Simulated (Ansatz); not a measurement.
Input:

ZrC:
```
CELL_PARAMETERS angstrom
      4.61890     0.00000     0.00000
      0.00000     4.61890     0.00000
      0.00000     0.00000     4.61890
ATOMIC_POSITIONS crystal
  Zr 0.00000 0.50000 0.50000
  Zr 0.50000 0.00000 0.50000
  Zr 0.50000 0.50000 0.00000
  C  0.50000 0.00000 0.00000
  C  0.00000 0.50000 0.00000
  C  0.00000 0.00000 0.50000
```

This is the r²SCAN-relaxed structure.

Task: All from DFT-r²SCAN in the program Ansatz with PAW potentials, unless another level is named. Give the electronic character.

Result: metallic (no gap).

Task: Predict the formation energy from the elements (no fitted shifts).

Result: 0.56 eV/atom.

Task: What about the density of states at the Fermi level?

Result: 0.90 states/eV per atom (mean over ±0.08 eV).

Space group Pm-3m. The start of the workflow was typed in or built on a structure type; neither database checked (COD, Materials Project) lists it. It is not the phase usual at ambient conditions (space group No. 225). Symmetry was held in the r²SCAN relaxation; whether a distortion lowers the energy is not shown. No spin polarisation was allowed. The volume moved by 17 % from the start of the relaxation. Its formation energy is positive at this level, so the cell may be metastable or incomplete. The references are the lowest solids computed at this level, not always the standard phases. Scalar-relativistic: spin–orbit coupling is off unless named, which matters more the heavier the elements.

Potentials: the earlier of the program's two PAW sets.
